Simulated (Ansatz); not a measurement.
HfO2:
```cif
data_HfO2
_chemical_formula_sum 'Hf1 O2'
_space_group_name_H-M_alt 'P 1'
_space_group_IT_number 1
_cell_length_a 3.57688
_cell_length_b 3.57688
_cell_length_c 3.57688
_cell_angle_alpha 60.000
_cell_angle_beta 60.000
_cell_angle_gamma 60.000
loop_
_space_group_symop_operation_xyz
  'x, y, z'
loop_
_atom_site_label
_atom_site_type_symbol
_atom_site_fract_x
_atom_site_fract_y
_atom_site_fract_z
_atom_site_occupancy
Hf1 Hf 0.00000 0.00000 0.00000 1
O1 O 0.25000 0.25000 0.25000 1
O2 O 0.75000 0.75000 0.75000 1
```

Relaxed with r²SCAN in the plane-wave PAW code Ansatz. Indices refer to the conventional cell of Fm-3m, a = b = c = 5.058 Å, α = β = γ = 90.00°.

Simulate the powder diffraction pattern (Cu Kα, λ = 1.54184 Å; lines above 1 %) up to 2θ = 90°.

Simulated powder pattern, Cu Kα, λ = 1.54184 Å (kinematic, ideal powder, no thermal factors, no anomalous dispersion; the 30 strongest lines at most, above 1 %, up to 2θ = 90°):

```json
[
 {"2θ (°)": "30.61", "d (Å)": "2.921", "I/Imax (%)": "100", "hkl": "(111)"},
 {"2θ (°)": "35.49", "d (Å)": "2.529", "I/Imax (%)": "34", "hkl": "(200)"},
 {"2θ (°)": "51.07", "d (Å)": "1.788", "I/Imax (%)": "50", "hkl": "(220)"},
 {"2θ (°)": "60.72", "d (Å)": "1.525", "I/Imax (%)": "45", "hkl": "(311)"},
 {"2θ (°)": "63.73", "d (Å)": "1.460", "I/Imax (%)": "9.6", "hkl": "(222)"},
 {"2θ (°)": "75.12", "d (Å)": "1.265", "I/Imax (%)": "7.8", "hkl": "(400)"},
 {"2θ (°)": "83.26", "d (Å)": "1.160", "I/Imax (%)": "19", "hkl": "(331)"},
 {"2θ (°)": "85.93", "d (Å)": "1.131", "I/Imax (%)": "14", "hkl": "(420)"}
]
```

This is a known high-temperature phase of the composition, computed here at zero pressure and temperature. Symmetry was held in the r²SCAN relaxation. At this level the phase is dynamically unstable (imaginary phonons). The run is not spin-polarised. Spin–orbit coupling is left out wherever it is not named.

Potentials: the later of the program's two PAW sets.
